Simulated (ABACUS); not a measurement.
A self-consistent single point of Ta2O5 (P2/m, 7 atoms in the cell; from Materials Project mp-1238961, changed as shown) with ABACUS.

All values come from this method and carry its errors: PBEsol, PseudoDojo 0.4 standard norm-conserving PBEsol (tails mended) pseudopotentials (plane waves; ABACUS 3.10.1).

The change in words: lattice vector b scaled by 1.01. Reference geometry (P2/m):
```yaml
crystal:
  lattice:
    - [3.84141, 0.00000, 0.00000]
    - [0.00000, 3.86272, 0.00000]
    - [-1.81894, 0.00000, 6.52896]
  atoms:
    - { symbol: Ta, position: [0.64953, 0.00000, 0.79131] }
    - { symbol: Ta, position: [0.35047, 0.00000, 0.20869] }
    - { symbol: O, position: [0.66212, 0.50000, 0.79833] }
    - { symbol: O, position: [0.33788, 0.50000, 0.20167] }
    - { symbol: O, position: [0.18976, 0.00000, 0.87062] }
    - { symbol: O, position: [0.81024, 0.00000, 0.12938] }
    - { symbol: O, position: [0.50000, 0.00000, 0.50000] }
```

Reference input (self-consistent single point, DFT, PBEsol, plane waves, PseudoDojo 0.4 standard norm-conserving PBEsol (tails mended) pseudopotentials): KPT = Gamma 4 4 2 0 0 0; basis_type = pw; dft_functional = PBESOL; ecutwfc = 84 Ry; smearing_method = fd; smearing_sigma = 0.000734986 Ry; potentials = PseudoDojo 0.4 standard norm-conserving PBEsol (tails mended); symmetry = 1; ks_solver = dav_subspace; scf_nmax = 100; scf_thr = 1.0e-09 Ry; mixing_type = broyden. This run's input differs from it in these lines:

```diff
@@ -28,3 +28,3 @@
    0.9999999769    0.0000000000    0.0000000000
-   0.0000000000    1.0055474190    0.0000000000
+   0.0000000000    1.0156028411    0.0000000000
   -0.4735081540    0.0000000000    1.6996258794
@@ -43,4 +43,4 @@
 5
-   1.0913608173    1.9313600000    5.2122646368
-   0.9311101827    1.9313600000    1.3166953632
+   1.0913608173    1.9506735000    5.2122646368
+   0.9311101827    1.9506735000    1.3166953632
   -0.8546587106    0.0000000000    5.6842431552
```

Log, with long lists cut:

```
 SELF-CONSISTENT
 -------------------------------------------
                                 init_chg = atomic

 PW ALGORITHM --------------- ION=   1  ELEC=   1--------------------------------

 Density error is 2.66142811927
                          Error Threshold = 0.01
 E_KohnSham     -425.2818541347      -5786.2564722369
 E_Fermi        0.5881583678         8.0023051287

 PW ALGORITHM --------------- ION=   1  ELEC=   2--------------------------------

 Density error is 0.123655153857
                          Error Threshold = 0.00475255021298
 E_KohnSham     -425.8351788997      -5793.7848418859
   [... lines left out ...]

 Density error is 2.08708821944e-09
                          Error Threshold = 1.8812202693e-10
 E_KohnSham     -425.8496167620      -5793.9812790792
 E_Fermi        0.5685140422         7.7350303664

 PW ALGORITHM --------------- ION=   1  ELEC=  12--------------------------------

 Density error is 7.75192864396e-10
                          Error Threshold = 3.72694324899e-12
 E_KohnSham     -425.8496167630      -5793.9812790931
 E_KS(sigma->0) -425.8496167630      -5793.9812790931
 E_entropy(-TS) 0.0000000000         0.0000000000
 E_Fermi        0.5685099024         7.7349740426
 charge density convergence is achieved
 final etot is -5793.9812791 eV
 EFERMI = 7.7349740426 eV

 STATE ENERGY(eV) AND OCCUPATIONS    NSPIN == 1
   [... 35 lines left out ...]

 TOTAL-FORCE (eV/Angstrom)
                       Ta1        -0.0356304047         0.0000000000         0.0417872829
                       Ta2         0.0356304047         0.0000000000        -0.0417872829
                        O1        -0.0089355486         0.0000000000        -0.0192757053
                        O2         0.0089355486         0.0000000000         0.0192757053
                        O3        -0.0048808842         0.0000000000         0.0008343403
                        O4         0.0048808842         0.0000000000        -0.0008343403
                        O5         0.0000000000         0.0000000000         0.0000000000

 TOTAL-STRESS (KBAR)
       -27.6344255466         0.0000000000        -1.0288431728
         0.0000000000       -96.8318712015         0.0000000000
        -1.0288431728         0.0000000000       -31.2725711928
 TOTAL-PRESSURE: -51.912956 KBAR

 --------------------------------------------
 !FINAL_ETOT_IS -5793.9812790930718620 eV
 --------------------------------------------
```

The run converged in 12 iterations. Against the reference run the free energy rises by 5.4 meV/atom, the pressure goes from -2.68 to -5.19 GPa, the largest force goes from 0.067 to 0.055 eV/Å and the gap on the mesh goes from 2.176 to 2.128 eV.

Spin-orbit coupling is left out, which matters for bands and gaps with elements this heavy. The structure comes from a collection of computed structures, made at another level of theory; the collection holds predicted forms beside known ones.

Cost on one core: about 80 core-seconds (a rough figure).

“Tails mended”: in these copies of the files the far tail of each local potential was reset to the Coulomb form.
